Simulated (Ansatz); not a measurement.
Si₂W:
```xyz
3
Lattice="-1.6145 1.6145 3.9337 1.6145 -1.6145 3.9337 1.6145 1.6145 -3.9337" Properties=species:S:1:pos:R:3 pbc="T T T"
W      0.0000     0.0000     0.0000
Si     0.0000     0.0000     2.6322
Si     0.0000     0.0000     5.2352
```

Relaxed with PBE. Special points in fractions of this cell's reciprocal vectors: Γ (0.000, 0.000, 0.000); X (0.000, 0.000, 0.500); P (0.250, 0.250, 0.250); N (0.000, 0.500, 0.000); M (0.500, 0.500, -0.500); S (0.292, 0.708, -0.292); S0 (-0.292, 0.292, 0.292); R (-0.084, 0.084, 0.500); G (0.500, 0.500, -0.084).

Task: List the band energies nearest the Fermi level at these points for DFT-PBE in the program Ansatz with PAW potentials.

Result: In eV from the Fermi level; about four levels below and three above (degenerate sets whole), none deeper than 8.9 eV; points with the same levels are listed once.

| k | below | above |
|---|---|---|
| Γ | -3.77 -3.26 -2.82 -2.82 | 0.59 2.65 2.97 |
| X | -5.51 -4.97 -3.21 -1.76 | 2.73 2.90 3.05 |
| P | -6.51 -6.51 -3.02 -2.41 -2.41 | 0.02 2.90 3.54 |
| N | -4.82 -2.76 -2.73 -0.43 | 2.64 2.75 3.89 |
| M | -0.85 -0.85 -0.50 -0.50 | 0.76 4.43 4.71 |
| S | -3.01 -2.67 -2.45 -0.32 | 1.77 2.49 3.49 |
| R | -5.09 -4.08 -3.07 -2.31 | 1.92 2.10 2.96 |

Space group I4/mmm (MoSi2 or CaC2 type). The PBE relaxation kept the symmetry of its start. No spin polarisation was allowed. Spin–orbit coupling is left out wherever it is not named.

Potentials: the later of the program's two PAW sets.
